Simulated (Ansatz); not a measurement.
LaZn2:
```cif
data_La4Zn8
_chemical_formula_sum 'La4 Zn8'
_space_group_name_H-M_alt 'Imma'
_space_group_IT_number 74
_space_group_name_Hall '-I 2b 2'
_cell_length_a 4.67566
_cell_length_b 7.62510
_cell_length_c 7.43064
_cell_angle_alpha 90.000
_cell_angle_beta 90.000
_cell_angle_gamma 90.000
loop_
_atom_site_label
_atom_site_type_symbol
_atom_site_symmetry_multiplicity
_atom_site_Wyckoff_symbol
_atom_site_fract_x
_atom_site_fract_y
_atom_site_fract_z
_atom_site_occupancy
La1 La 4 e 0.00000 0.25000 0.54483 1
Zn1 Zn 8 h 0.00000 0.06442 0.16329 1
```
(The calculation used a cell of 6 atoms; values per cell refer to that cell.)

This is the r²SCAN-relaxed structure.

Task: All from DFT-r²SCAN in the program Ansatz with PAW potentials, unless another level is named. Give the formation energy from the elements (no fitted shifts).

Result: -0.40 eV/atom.

Task: And the density of states at the Fermi level?

Result: 0.88 states/eV per atom (mean over ±0.08 eV).

The workflow started from a Materials Project entry (that database holds measured and hypothetical structures alike); the Crystallography Open Database files this formula in space group No. 74, but the cells were not matched. Its standing as an ambient phase is unchecked. The cell was relaxed with r²SCAN under the symmetry of its start; whether a distortion lowers the energy is not shown. The references are the lowest solids computed at this level, not always the standard phases. Spin–orbit coupling is left out wherever it is not named.

Potentials: the later of the program's two PAW sets.
